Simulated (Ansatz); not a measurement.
## Ca: two-dimensional strain map

Method: Ansatz, DFT PBEsol, scalar-relativistic, plane waves, PAW. The runs took a 420 eV cutoff, a Γ-centred 14×14×14 mesh and Gaussian smearing (0.15 eV). No spin polarisation. Energies are free energies at this smearing, counted from the undisturbed cell; pressure is positive in compression.

The undisturbed cell (as given, not relaxed at this level; it stands at -1.2 GPa):

```
Ca
1.0
     0.00000    2.79420    2.79420
     2.79420    0.00000    2.79420
     2.79420    2.79420    0.00000
Ca
1
Cartesian
  0.0000 0.0000 0.0000
```

The cell is strained by p along both x and y and by q along z, fractional coordinates fixed. Points are written (p, q).

Energy above the undisturbed cell in meV/atom (a dash: not computed):

```csv
p \ q,-0.030,-0.015,0.000,0.015,0.030
-0.030,-10.8,-11.4,-10.6,-8.4,-4.8
0.000,-7.1,–,0.0,–,?
0.030,12.7,–,?,–,43.7
```

**Question.** Fill in the withheld energies.

**Answer.** (0.000, 0.030): 11.8; (0.030, 0.000): 26.3.